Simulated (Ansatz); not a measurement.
Data:

MgO:
```cif
data_MgO
_chemical_formula_sum 'Mg1 O1'
_space_group_name_H-M_alt 'P 1'
_space_group_IT_number 1
_cell_length_a 2.97509
_cell_length_b 2.97509
_cell_length_c 2.97509
_cell_angle_alpha 60.000
_cell_angle_beta 60.000
_cell_angle_gamma 60.000
loop_
_space_group_symop_operation_xyz
  'x, y, z'
loop_
_atom_site_label
_atom_site_type_symbol
_atom_site_fract_x
_atom_site_fract_y
_atom_site_fract_z
_atom_site_occupancy
Mg1 Mg 0.50000 0.50000 0.50000 1
O1 O 0.00000 0.00000 0.00000 1
```

This is the r²SCAN-relaxed structure.

Q: All from the program Ansatz at the r²SCAN level (PAW), unless another level is named. Give the hole effective mass, band 3 of 3 at the edge.

A: 0.42 along [100], 0.37 along [110], 0.36 along [111] (mₑ).

Q: What about the weight of the valence-edge state by species (Voronoi cells)?

A: O 94 %, Mg 6 %.

Q: Predict the weight of the conduction-edge state by species (Voronoi cells).

A: Mg 50 %, O 50 %.

Space group Fm-3m (rock salt). The r²SCAN relaxation kept the symmetry of its start. The volume moved by -16 % from the start of the relaxation.

Potentials: the earlier of the program's two PAW sets.

Edges and masses are those of Kohn–Sham bands, whose gap is no quasiparticle gap.
